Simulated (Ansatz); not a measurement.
Fields on a plane of WS2 (2H-MoS2 type, space group P6_3/mmc)

```
CELL_PARAMETERS angstrom
      3.16997     0.00000     0.00000
     -1.58498     2.74527     0.00000
      0.00000     0.00000    12.49180
ATOMIC_POSITIONS crystal
  W  0.33333 0.66667 0.25000
  W  0.66667 0.33333 0.75000
  S  0.33333 0.66667 0.62490
  S  0.66667 0.33333 0.12490
  S  0.66667 0.33333 0.37510
  S  0.33333 0.66667 0.87510
```

The slice is a (0001) plane (indices of the conventional cell) through the point (0.667, 0.333, 0.375) (fractional), spanned by u = [110] and v = [1 -1 0] in vectors of this cell: u (3.17 Å) and v (5.49 Å, at 90° to u). It covers one period; positions are fractions (u, v).

Atoms on it: S at (0.00, 0.00); S at (0.50, 0.50).

The numbers are results of r2SCAN+rVV10 (plane waves to 500 eV, PAW, scalar-relativistic; Ansatz, a first-principles code), not measurements. k mesh 12×12×3. These are valence fields of a PAW run, semicore shells included where kept as valence: close to a nucleus they are smooth pseudo fields. Spin-orbit coupling is left out, though W is heavy. WS2 is run without spin polarisation. WS2 was relaxed with its symmetry unable to fall.

```
|xxxxxxxxxx  **%%%%%%**  xxxxxxxx|
|xxxxxxxxxx::**%%@@%%**::xxxxxxxx|
|xxxxxxxxxx++%%@@@@@@%%++xxxxxxxx|
|xxxxxxxx==##%%@@@@@@%%##==xxxxxx|
|xx  ::==**%%@@@@@@@@@@%%**==::  |
|++++**##%%@@@@@@@@@@@@@@%%##**++|
|######%%%%%%%%%%%%%%%%%%%%%%####|
|####%%%%%%##**++++++**##%%%%%%##|
|########**==::  xx  ::==**######|
|######**--xxxxxxxxxxxxxx--**####|
|%%####==xxxxxxxxxxxxxxxxxx==####|
|%%##**::xxxxxxxxxxxxxxxxxx::**##|
|%%##++  xxxxxxxxxxxxxxxxxx  ++##|
|%%%%++xxxxxxxxxxxxxxxxxxxxxx++%%|
|%%%%**  xxxxxxxxxxxxxxxxxx  **%%|
|@@%%**::xxxxxxxxxxxxxxxxxx::**%%|
|@@@@%%++xxxxxxxxxxxxxxxxxx++%%@@|
|@@@@%%##==xxxxxxxxxxxxxx==##%%@@|
|@@@@@@%%**==::  xx  ::==**%%@@@@|
|@@@@@@@@%%##**++++++**##%%@@@@@@|
|%%%%%%%%%%%%##########%%%%%%%%%%|
|++++**##%%%%%%######%%%%%%##**++|
|xx  ::==**##############**==::  |
|xxxxxxxx--**##########**--xxxxxx|
|xxxxxxxxxx==####%%####==xxxxxxxx|
|xxxxxxxxxx::**##%%##**::xxxxxxxx|
|xxxxxxxxxx  ++##%%##++  xxxxxxxx|
|xxxxxxxxxxxx++%%%%%%++xxxxxxxxxx|
```
Scale: ten equal steps from 1.00 (start of ' ') to 9.21 (end of '@'), in the order ' .:-=+*#%@'. Values: electrostatic potential energy of an electron, from the cell's mean, in eV. The map has 16 points along u (two characters each, u = 0 at the left) and 28 along v (v = 0 in the bottom row). Points within 1 Å of a nucleus are blanked (x), as the pseudised field means little there. Values under 1 eV are set to 1. The zero, the cell's mean, hangs on the PAW cores.

```
|33559999663311000000113366999955|
|77889988553311000000113355889988|
|88888866442200000000002244668888|
|66665533221100000000001122335566|
|33332222110000000000000011222233|
|11111111000000000000000000111111|
|11110000000000000000000000000011|
|11110000001111111111111100000011|
|11110000112233334433332211000011|
|11111111223355667766553322111111|
|11111111335588999999885533111111|
|00001122447799998899997744221100|
|00001133668888553355888866331100|
|00001133669988330033889966331100|
|00001133669999553355999966331100|
|00001133558899887788998855331100|
|00000022446688888888886644220000|
|00000011223355666666553322110000|
|00000000112222333333222211000000|
|00000000001111111111111100000000|
|00000000000000111111000000000000|
|11111111000000111111000000111111|
|44333322110000111111000011223333|
|77665533221111111111111122335566|
|99998855331111111111111133558899|
|88999977442211000000112244779999|
|33558888663311000000113366888855|
|00338899663311000000113366998833|
```
Scale: ten equal steps from 0.001 (start of '0') to 0.039 (end of '9'), in the order '0123456789'. Values: density of the lowest conduction band (whole band as if filled, smooth part) in e/Å³. The map has 16 points along u (two characters each, u = 0 at the left) and 28 along v (v = 0 in the bottom row).
